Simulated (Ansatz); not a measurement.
The cell below belongs to a search over invented structures; it isn't taken from experiment.

Input and command of a plane-wave DFT calculation in Ansatz:

```yaml
crystal:
  lattice:
    - [2.6312171783, -4.578456945, 0.2530723419]
    - [2.6312171783, 4.578456945, 0.2530723419]
    - [-0.3369453459, 0.0, 3.4312197804]
  atoms:
    - { symbol: Na, position: [0.6045096408, 0.6045096408, 0.3090766531] }
    - { symbol: Al, position: [0.9378407871, 0.2711740327, 0.8090775429] }
    - { symbol: Al, position: [0.2711740327, 0.9378407871, 0.8090775429] }
    - { symbol: O, position: [0.6045079536, 0.254363177, 0.8090851169] }
    - { symbol: O, position: [0.254363177, 0.6045079536, 0.8090851169] }
    - { symbol: O, position: [0.9546529888, 0.9546529888, 0.8090600575] }
basis:
  ecutwfc: 420
kpoints:
  mp_grid: { grid: [8, 8, 8] }
hamiltonian:
  xc: pbe
scf:
  occupations: { method: gaussian, width: 0.1 }
output:
  forces: true
  stress: true
  eigenvalues: true
relax:
  adjacent_minimum: "off"
  f_tol: 0.01
  max_steps: 30
  cell: { stress_tol: 0.1, fix: [volume] }
```

```bash
ansatz run input.yaml --threads 1 --pin off --max-ram 2560MiB --backend cpu --events-out ev --progress --plain --runs-dir out
```

Processor: Arm Neoverse N1, 1 thread, on a host shared with other jobs.

**Question.** How long does it run, and how much memory does it take?

**Answer.** About 4.3 min, peak memory 0.55 GiB. It solves 23 bands at 150 k points (after reduction by symmetry) with about 1637 plane waves, in 31 SCF iterations over 5 ionic steps.
